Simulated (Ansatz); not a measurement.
HgTe (zinc blende): values from a third-order Birch-Murnaghan fit to a volume scan beside measured ones. Computed values: r2SCAN (plane waves to 500 eV, PAW, scalar-relativistic; Ansatz, a first-principles code). At this level the bands of HgTe touch or barely overlap. HgTe was relaxed with its symmetry unable to fall. Spin-orbit coupling is left out, though Hg and Te are heavy.

```csv
quantity,reference,kind
Lattice constant a (Å),6.46,"measured, room temperature or unstated"
Bulk modulus B₀ (GPa),42.3,"measured, room temperature or unstated"
```

References as given in: R. J. Cava, Huiwen Ji, M. K. Fuccillo et al., Journal of Materials Chemistry C (2013), arXiv:1302.1059; Cormac Toher, Corey Oses, Jose J. Plata et al., Physical Review Materials (2017), arXiv:1611.05714. Values not taken to low temperature hold thermal and zero-point shifts that a static calculation lacks, so small differences there are no errors of the method.

Task: What does r2SCAN give, and how far is that from the reference?

Result: 
```tsv
quantity	r2SCAN	difference
Lattice constant a (Å)	6.573	+1.7 %
Bulk modulus B₀ (GPa)	40.1	-5.3 %
```



(Under strain, the slope of the energy per volume gives the stress and its curvature an elastic modulus.)
